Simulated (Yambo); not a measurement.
```xyz
6
Lattice="3.6279 0.0000 0.0000 0.0000 11.0362 0.0000 0.0000 0.0000 3.4550" Properties=species:S:1:pos:R:3 pbc="T T T"
Cl     3.4268     9.5050     0.0000
Cl     0.2011     1.5312     0.0000
Cl     1.6129     7.0493     1.7275
Cl     2.0151     3.9869     1.7275
Pt     0.0000     0.0000     1.7275
Pt     1.8140     5.5181     0.0000
```

PtCl₂ (space group Pnnm, No. 58): mean Im ε in 1 eV windows above the direct gap of 2.78 eV, for different electron-hole kernels (Yambo, broadening 0.15 eV, PBEsol (Quantum ESPRESSO, PseudoDojo norm-conserving, 84 Ry, no spin-orbit coupling) bands; 4×2×4 mesh, 20 valence and 8 conduction bands, static screening with 85 bands and a 3 Ry block, scissor 1.54 eV, Tamm-Dancoff; field along x).

| window (eV) | independent quasiparticles | BSE |
|---|---|---|
| 2.8 to 3.8 | 0.8 | 0.9 |
| 3.8 to 4.8 | 0.6 | 5.2 |
| 4.8 to 5.8 | 4.2 | 4.8 |
| 5.8 to 6.8 | 5.3 | 1.1 |
| 6.8 to 7.8 | 1.9 | 0.6 |

This run doesn't resolve bound excitons or single peaks, so only averages are given, and they too depend on the mesh; weight that the attraction moves below the gap isn't listed. All transitions below 10.21 eV are in the band window. The scissor comes from a G0W0 run whose convergence isn't established.

Without spin-orbit coupling, band edges of such heavy elements can be off by tenths of an eV.

Geometry relaxed with PBE+D3(BJ).

The structure is a Materials Project entry; no match was found in the copy of COD used, and its stability was not checked.
